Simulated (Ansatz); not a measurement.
Relaxed-ion elastic tensor of YN (rock salt, Fm-3m) in GPa (Voigt order), DFT-PBE in the program Ansatz with PAW potentials; density 5.79 g/cm³, 14.76 Å³ per atom.

```
 314  82.2  82.2   0.0   0.0   0.0
82.2   314  82.2   0.0   0.0   0.0
82.2  82.2   314   0.0   0.0   0.0
 0.0   0.0   0.0   124   0.0   0.0
 0.0   0.0   0.0   0.0   124   0.0
 0.0   0.0   0.0   0.0   0.0   124
```

Problem. Is the crystal mechanically stable?

Solution. Yes: the smallest eigenvalue of C is 124 GPa.

Problem. Work out the Voigt, Reuss and Hill averages.

Solution. K_V = 159, K_R = 159, K_H = 159; G_V = 121, G_R = 121, G_H = 121 GPa.

Problem. Give Young's modulus, Poisson's ratio, Pugh's ratio and the universal anisotropy index.

Solution. E = 9KG/(3K + G) = 289 GPa; ν = 0.20; K/G = 1.32 (brittle by the Pugh limit of 1.75); A_U = 5G_V/G_R + K_V/K_R − 6 = 0.01.

Problem. Estimate the sound speeds and the Debye temperature.

Solution. v_l = √((K + 4G/3)/ρ) = 7440 m/s, v_t = √(G/ρ) = 4570 m/s, mean 5040 m/s; Θ = (h/k)(3n/4πV)^(1/3) v_m = 612 K.

Problem. Give the Zener ratio and Young's modulus along [100], [110] and [111].

Solution. A = 2C44/(C11 − C12) = 1.07; 1/E = S11 − 2(S11 − S12 − S44/2)Γ with Γ = 0, 1/4, 1/3 gives 280, 292, 296 GPa.

Problem. Solve the Christoffel equation for the three sound speeds along [100], [110], [111].

Solution. Eigenvalues of C_ijkl n_j n_l equal ρv². In km/s, slowest first: [100] 4.63, 4.63, 7.36; [110] 4.47, 4.63, 7.46; [111] 4.53, 4.53, 7.49.

The PBE relaxation kept the symmetry of its start; phonons on a q-mesh show no instability. No spin polarisation was allowed.

Potentials: the later of the program's two PAW sets.
